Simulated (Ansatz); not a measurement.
A relaxation computed with Ansatz, from input to last step.

```yaml
crystal:
  lattice:
    - [-6.3762284773, 4.5434674683, -0.7306119224]
    - [-6.3672692312, -0.7216526763, 4.3096370231]
    - [1.2824509681, 5.095306514, 4.8704353148]
  atoms:
    - { symbol: B, position: [0.9386827116, 0.0128585172, 0.0170099128] }
    - { symbol: B, position: [0.521323599, 0.4513946649, 0.0105310031] }
    - { symbol: B, position: [0.562624045, 0.08902064, 0.3028690244] }
    - { symbol: B, position: [0.5327238377, 0.491875327, 0.4402380566] }
    - { symbol: Al, position: [0.0113514754, 0.0084559669, 0.4604838537] }
    - { symbol: P, position: [0.8607765477, 0.9165939858, 0.2685956291] }
    - { symbol: P, position: [0.8230121512, 0.3618208153, 0.3165880157] }
    - { symbol: P, position: [0.4218647767, 0.3941671194, 0.2763861143] }
    - { symbol: P, position: [0.821526219, 0.3148784737, 0.010925292] }
    - { symbol: In, position: [0.0426070558, 0.5319631822, 0.1788891204] }
    - { symbol: Sb, position: [0.4131775153, 0.8524903414, 0.5124059803] }
    - { symbol: Sb, position: [0.8456554772, 0.9151361608, 0.7917971296] }
    - { symbol: Sb, position: [0.3024638766, 0.8126150011, 0.9307536766] }
    - { symbol: Sb, position: [0.4605337566, 0.3575265992, 0.7478457928] }
    - { symbol: Tl, position: [0.436977846, 0.0402091807, 0.0572140636] }
    - { symbol: Tl, position: [0.0142665222, 0.4544008009, 0.6780687745] }
  symmetry: { detect: false }
basis:
  ecutwfc: 420
kpoints:
  mp_grid: { grid: [3, 3, 3] }
hamiltonian:
  xc: pbe
scf:
  occupations: { method: gaussian, width: 0.1 }
  lower_state_search: "off"
output:
  forces: true
  stress: true
  eigenvalues: true
relax:
  adjacent_minimum: "off"
  f_tol: 0.04
  max_steps: 25
  cell: { stress_tol: 0.3 }
```

```bash
ansatz run input.yaml --threads 4 --pin off --max-ram 9216MiB --backend cpu --events-out ev --progress --plain --runs-dir out
```

The calculation used Ansatz, DFT PBE, scalar-relativistic, plane waves, PAW.

Of 11 frames 10 are shown, positions in Å and forces in eV/Å; the SCF threshold varies from step to step. Steps run on the plane waves of an earlier cell, with a Pulay correction in the pressure. The basis is chosen afresh for the last frame, the zero of the energies, and at times for earlier ones too; energy and pressure can step there, also at an unchanged geometry. Where two frames share a geometry here, they differ by under 2 meV/atom and 0.3 GPa.

```xyz
16
Lattice="-6.3762 4.5435 -0.7306 -6.3673 -0.7217 4.3096 1.2825 5.0953 4.8704" Properties=species:S:1:pos:R:3:forces:R:3 pbc="T T T" step=1 free_energy_over_end_meV_per_atom=28.36 pressure_GPa=0.25
B    -6.0453    4.3423   -0.5476    0.0601   -0.1041   -0.0726
B    -6.1847    2.0965    1.6158   -0.0609    0.0438   -0.1277
B    -3.7658    4.0352    1.4477    0.0093   -0.0081   -0.0163
B    -5.9641    4.3086    3.8747    0.0053    0.1172   -0.0957
Al    0.4643    2.3918    2.2709   -0.0818   -0.1125    0.0900
P   -10.9802    4.6180    4.6295    0.0142    0.1542   -0.0769
P    -7.1455    5.0913    2.4999    0.0794    0.0370    0.0586
P    -4.8452    3.0405    2.7366   -0.0450   -0.0356    0.2053
P    -7.2291    3.5610    0.8100   -0.0713   -0.0845    0.1353
In   -3.4294    0.7212    3.1327    0.0682    0.0495   -0.0783
Sb   -7.4054    3.8729    5.8677    0.1388   -0.1566   -0.1234
Sb  -10.2036    7.2162    7.1825   -0.1002   -0.1331    0.2342
Sb   -5.9091    5.5303    7.8143   -0.0955    0.0784    0.0343
Sb   -4.2539    5.6449    4.8467   -0.2109    0.1007   -0.2107
Tl   -2.9689    2.2479    0.1327    0.2349    0.0194    0.0787
Tl   -2.1147    3.1919    5.2504    0.0553    0.0343   -0.0348
16
Lattice="-6.4384 4.5743 -0.7441 -6.3856 -0.6805 4.2932 1.2902 5.1152 4.9098" Properties=species:S:1:pos:R:3:forces:R:3 pbc="T T T" step=2 free_energy_over_end_meV_per_atom=27.71 pressure_GPa=0.43
B    -6.1073    4.3588   -0.5494   -0.0535    0.0060   -0.0504
B    -6.2446    2.1414    1.5879   -0.1333   -0.0245   -0.0364
B    -3.8144    4.0770    1.4422   -0.1796   -0.1892   -0.1347
B    -6.0093    4.3673    3.8437   -0.1610   -0.0233   -0.0495
Al    0.4880    2.3627    2.3074    0.0109   -0.1299    0.0014
P   -11.0492    4.6889    4.5881    0.1969    0.0409   -0.0816
P    -7.2234    5.1335    2.4982    0.1335   -0.0258    0.0356
P    -4.9032    3.0764    2.7247    0.1414    0.1704    0.1408
P    -7.3114    3.6008    0.8097    0.0250   -0.0658    0.1502
In   -3.4261    0.7971    3.1046   -0.0309    0.0728   -0.0699
Sb   -7.3760    3.8044    5.8046    0.2644    0.4399    0.0952
Sb  -10.2894    7.2173    7.2808    0.0092    0.3248   -0.2181
Sb   -5.9440    5.5918    7.8480    0.0834   -0.2225   -0.2264
Sb   -4.3568    5.7663    4.7724    0.0921   -0.3691    0.3551
Tl   -2.8315    2.2996    0.2287   -0.4166   -0.0470    0.1205
Tl   -2.1617    3.2814    5.2858    0.0182    0.0423   -0.0317
16
Lattice="-6.4706 4.5824 -0.7610 -6.4010 -0.6785 4.2674 1.3070 5.1196 4.9039" Properties=species:S:1:pos:R:3:forces:R:3 pbc="T T T" step=3 free_energy_over_end_meV_per_atom=22.21 pressure_GPa=0.17
B    -6.1405    4.3671   -0.5687   -0.0412   -0.0307   -0.0540
B    -6.2727    2.1416    1.5808   -0.0991   -0.0413   -0.0767
B    -3.8505    4.0685    1.4091   -0.2636   -0.1519   -0.1050
B    -6.0280    4.3758    3.8299   -0.0386    0.0413   -0.0745
Al    0.5017    2.3615    2.2940    0.0514   -0.0758    0.0439
P   -11.0854    4.6942    4.5304    0.1633    0.0800   -0.0351
P    -7.2373    5.1415    2.4805    0.0645   -0.0136    0.0536
P    -4.9266    3.0816    2.7118    0.1032    0.2328    0.1094
P    -7.3340    3.6026    0.7982    0.0362   -0.0586    0.1437
In   -3.4129    0.8240    3.0766   -0.0177    0.0014   -0.0181
Sb   -7.3431    3.8722    5.8016   -0.0350    0.0464   -0.0382
Sb  -10.3263    7.2602    7.2057    0.0020   -0.0859    0.0243
Sb   -5.9627    5.5841    7.8134    0.1114   -0.0284   -0.0388
Sb   -4.3578    5.7320    4.7948    0.0914    0.0369   -0.0394
Tl   -2.9179    2.2708    0.2048   -0.1509    0.0304    0.1244
Tl   -2.1319    3.2926    5.2623    0.0229    0.0167   -0.0198
16
Lattice="-6.5831 4.5938 -0.7940 -6.4728 -0.6635 4.2126 1.3423 5.1125 4.8895" Properties=species:S:1:pos:R:3:forces:R:3 pbc="T T T" step=4 free_energy_over_end_meV_per_atom=18.43 pressure_GPa=0.03
B    -6.2456    4.3656   -0.6037   -0.0564   -0.0079   -0.0603
B    -6.3679    2.1506    1.5512   -0.0752   -0.0789   -0.0517
B    -3.9733    4.0553    1.3418   -0.4219   -0.1195   -0.0781
B    -6.1105    4.4078    3.7881    0.0354    0.0052   -0.0414
Al    0.5388    2.3427    2.2868    0.0293    0.0409   -0.0201
P   -11.2425    4.7157    4.4060    0.1396    0.0401    0.0700
P    -7.3334    5.1599    2.4494    0.0019   -0.0119    0.0168
P    -5.0207    3.0999    2.6841    0.1407    0.3001    0.0349
P    -7.4340    3.6095    0.7782    0.1019   -0.0357    0.1082
In   -3.4080    0.8840    3.0193   -0.0177   -0.0502    0.0566
Sb   -7.3886    3.8872    5.7420    0.0305   -0.1177   -0.0232
Sb  -10.4676    7.2570    7.1142   -0.0393   -0.0626   -0.0654
Sb   -6.0202    5.5774    7.7569   -0.0321    0.0608    0.0812
Sb   -4.4095    5.7358    4.7462   -0.0511   -0.0139   -0.0449
Tl   -3.0202    2.2382    0.2044    0.1822    0.0529    0.0374
Tl   -2.1140    3.3374    5.2267    0.0322   -0.0016   -0.0202
16
Lattice="-6.8611 4.6147 -0.8666 -6.6674 -0.6378 4.0970 1.4261 5.0911 4.8515" Properties=species:S:1:pos:R:3:forces:R:3 pbc="T T T" step=5 free_energy_over_end_meV_per_atom=12.29 pressure_GPa=-0.17
B    -6.5180    4.3640   -0.6874   -0.0489   -0.0119   -0.0501
B    -6.6105    2.1594    1.4917    0.0121   -0.1394   -0.0417
B    -4.3015    4.0187    1.1797   -0.5821   -0.1807   -0.0141
B    -6.3220    4.4667    3.6894    0.2288   -0.0423   -0.0303
Al    0.6128    2.3035    2.2622    0.0149    0.1990   -0.0521
P   -11.6676    4.7530    4.1398    0.0510   -0.0431    0.2081
P    -7.5767    5.1940    2.3772   -0.1321    0.0388   -0.0576
P    -5.2552    3.1394    2.6184    0.2703    0.1778   -0.1232
P    -7.6771    3.6154    0.7345    0.0407    0.0528   -0.0326
In   -3.4147    0.9829    2.9350   -0.0516   -0.1424    0.1410
Sb   -7.4987    3.8863    5.6063   -0.0139   -0.2962    0.1158
Sb  -10.8561    7.2314    6.9016    0.0151    0.1169   -0.2558
Sb   -6.1886    5.5635    7.6420   -0.1164    0.1152    0.1668
Sb   -4.5683    5.7336    4.6269   -0.0115   -0.0423    0.1073
Tl   -3.1751    2.2027    0.2054    0.2927    0.1996   -0.1004
Tl   -2.0876    3.4295    5.1496    0.0309   -0.0019    0.0184
16
Lattice="-7.1157 4.6017 -0.8991 -6.8912 -0.6305 4.0558 1.4632 5.0117 4.7884" Properties=species:S:1:pos:R:3:forces:R:3 pbc="T T T" step=7 free_energy_over_end_meV_per_atom=3.39 pressure_GPa=-0.23
B    -6.7952    4.3547   -0.7445    0.0093   -0.0322    0.0337
B    -6.8394    2.1363    1.4691    0.0771   -0.0106   -0.0147
B    -4.7320    3.8928    1.0521   -0.0517   -0.0367    0.1502
B    -6.4878    4.4531    3.6267    0.0445   -0.0625    0.0971
Al    0.6335    2.2788    2.2598    0.0028   -0.0112    0.0351
P   -12.1569    4.7382    4.0489    0.0167   -0.0667   -0.0256
P    -7.8181    5.1676    2.3577   -0.0538    0.0082   -0.0029
P    -5.4539    3.0831    2.6145    0.0109   -0.0114   -0.1453
P    -7.9156    3.5905    0.7142   -0.0475    0.0845   -0.0951
In   -3.4957    0.9156    2.9056   -0.0117   -0.1093    0.0649
Sb   -7.6733    3.7956    5.5333    0.0269    0.0043   -0.0801
Sb  -11.2710    7.1895    6.7144   -0.0081    0.0425    0.0262
Sb   -6.4325    5.5136    7.5804   -0.0622    0.0268    0.0247
Sb   -4.6953    5.6892    4.5483   -0.0694    0.0152   -0.0479
Tl   -3.2644    2.2726    0.1813    0.0918    0.1882   -0.0420
Tl   -2.0914    3.4430    5.0822    0.0243   -0.0288    0.0216
16
Lattice="-7.1017 4.6106 -0.8277 -6.8903 -0.5779 4.0845 1.4103 5.0313 4.8085" Properties=species:S:1:pos:R:3:forces:R:3 pbc="T T T" step=8 free_energy_over_end_meV_per_atom=1.75 pressure_GPa=0.11
B    -6.7997    4.3723   -0.6679   -0.0321    0.0598   -0.0248
B    -6.8391    2.1541    1.5022   -0.0289   -0.0724    0.0159
B    -4.7537    3.9400    1.1518    0.0263   -0.0134   -0.0989
B    -6.4643    4.4505    3.6859   -0.0151    0.0136    0.0536
Al    0.6073    2.2736    2.2969   -0.0078   -0.0474   -0.0314
P   -12.1727    4.8169    4.1536    0.0518    0.0548    0.0777
P    -7.8283    5.1624    2.4428    0.0299   -0.0084   -0.0296
P    -5.4577    3.0658    2.6654    0.0254    0.0369    0.0712
P    -7.9305    3.6186    0.7696    0.0578   -0.0776   -0.0281
In   -3.5038    0.8730    2.8997   -0.0700   -0.0036   -0.0506
Sb   -7.6812    3.8321    5.5708   -0.0365   -0.0154   -0.0103
Sb  -11.3026    7.3034    6.8346    0.0424   -0.0163    0.0216
Sb   -6.5135    5.5739    7.6314   -0.0243    0.1225    0.0641
Sb   -4.7040    5.7281    4.6186   -0.0445    0.0020   -0.0639
Tl   -3.1956    2.4652    0.1941    0.0170   -0.0264    0.0184
Tl   -2.1485    3.4421    5.0890    0.0085   -0.0088    0.0148
16
Lattice="-7.1058 4.6111 -0.8444 -6.8899 -0.5872 4.0865 1.4119 5.0135 4.7993" Properties=species:S:1:pos:R:3:forces:R:3 pbc="T T T" step=9 free_energy_over_end_meV_per_atom=1.23 pressure_GPa=0.03
B    -6.7975    4.3880   -0.6845   -0.0235   -0.0194    0.0045
B    -6.8327    2.1461    1.4899   -0.0178   -0.0161    0.0029
B    -4.7526    3.9283    1.1357    0.0167   -0.0023   -0.0281
B    -6.4795    4.4396    3.6770   -0.0204    0.0151    0.0191
Al    0.6086    2.2697    2.2961   -0.0033   -0.0317   -0.0080
P   -12.1619    4.8074    4.1504    0.0096    0.0311    0.0294
P    -7.8298    5.1513    2.4169   -0.0347    0.0015    0.0209
P    -5.4559    3.0654    2.6586   -0.0078   -0.0016    0.0114
P    -7.9241    3.6044    0.7451    0.0506    0.0109   -0.0102
In   -3.5246    0.8549    2.8892    0.0033   -0.0055   -0.0210
Sb   -7.6888    3.8168    5.5713    0.0206    0.0213   -0.0186
Sb  -11.2968    7.2827    6.8184   -0.0032    0.0171   -0.0034
Sb   -6.5101    5.5767    7.6365    0.0288   -0.0234   -0.0409
Sb   -4.7092    5.7092    4.5858   -0.0356    0.0031    0.0181
Tl   -3.2055    2.4456    0.1949    0.0059    0.0108    0.0175
Tl   -2.1480    3.4175    5.0820    0.0106   -0.0113    0.0062
16
Lattice="-7.1107 4.6054 -0.8452 -6.8931 -0.5839 4.0907 1.4124 5.0068 4.8066" Properties=species:S:1:pos:R:3:forces:R:3 pbc="T T T" step=10 free_energy_over_end_meV_per_atom=1.19 pressure_GPa=0.01
B    -6.8031    4.3856   -0.6830   -0.0274   -0.0133    0.0040
B    -6.8358    2.1442    1.4925   -0.0268   -0.0088   -0.0051
B    -4.7549    3.9250    1.1366   -0.0058    0.0012   -0.0219
B    -6.4850    4.4362    3.6791   -0.0220    0.0220    0.0192
Al    0.6107    2.2697    2.3015   -0.0011   -0.0246   -0.0102
P   -12.1703    4.8079    4.1558    0.0255    0.0215    0.0279
P    -7.8374    5.1501    2.4213   -0.0220   -0.0150    0.0167
P    -5.4595    3.0635    2.6604    0.0058   -0.0057    0.0103
P    -7.9268    3.6029    0.7491    0.0363    0.0022   -0.0218
In   -3.5307    0.8449    2.8862   -0.0020    0.0066   -0.0089
Sb   -7.6934    3.8142    5.5737    0.0233    0.0242   -0.0073
Sb  -11.3029    7.2818    6.8282   -0.0108    0.0016    0.0004
Sb   -6.5156    5.5701    7.6459    0.0275   -0.0129   -0.0379
Sb   -4.7158    5.7044    4.5907   -0.0080   -0.0087    0.0265
Tl   -3.2075    2.4423    0.1973    0.0072    0.0085    0.0071
Tl   -2.1390    3.3979    5.0954    0.0004    0.0013    0.0010
16
Lattice="-7.1107 4.6054 -0.8452 -6.8931 -0.5839 4.0907 1.4124 5.0068 4.8066" Properties=species:S:1:pos:R:3:forces:R:3 pbc="T T T" step=11 free_energy_over_end_meV_per_atom=0.00 pressure_GPa=0.07
B    -6.8031    4.3856   -0.6830   -0.0275   -0.0127    0.0033
B    -6.8358    2.1442    1.4925   -0.0264   -0.0081   -0.0046
B    -4.7549    3.9250    1.1366   -0.0048    0.0004   -0.0218
B    -6.4850    4.4362    3.6791   -0.0222    0.0224    0.0181
Al    0.6107    2.2697    2.3015   -0.0008   -0.0246   -0.0102
P   -12.1703    4.8079    4.1558    0.0248    0.0206    0.0279
P    -7.8374    5.1501    2.4213   -0.0210   -0.0153    0.0178
P    -5.4595    3.0635    2.6604    0.0050   -0.0056    0.0095
P    -7.9268    3.6029    0.7491    0.0364    0.0012   -0.0219
In   -3.5307    0.8449    2.8862   -0.0023    0.0065   -0.0089
Sb   -7.6934    3.8142    5.5737    0.0241    0.0240   -0.0073
Sb  -11.3029    7.2818    6.8282   -0.0115    0.0017    0.0006
Sb   -6.5156    5.5701    7.6459    0.0276   -0.0128   -0.0379
Sb   -4.7158    5.7044    4.5907   -0.0087   -0.0084    0.0264
Tl   -3.2075    2.4423    0.1973    0.0066    0.0093    0.0077
Tl   -2.1390    3.3979    5.0954    0.0008    0.0014    0.0013
```

Time: 3.2 min on 4 threads of Intel(R) Xeon(R) Platinum 8488C (Sapphire Rapids), on a shared host, peak memory 1.3 GiB.

The k mesh is coarse. Spin–orbit coupling is left out, which can shift energies with elements as heavy as these.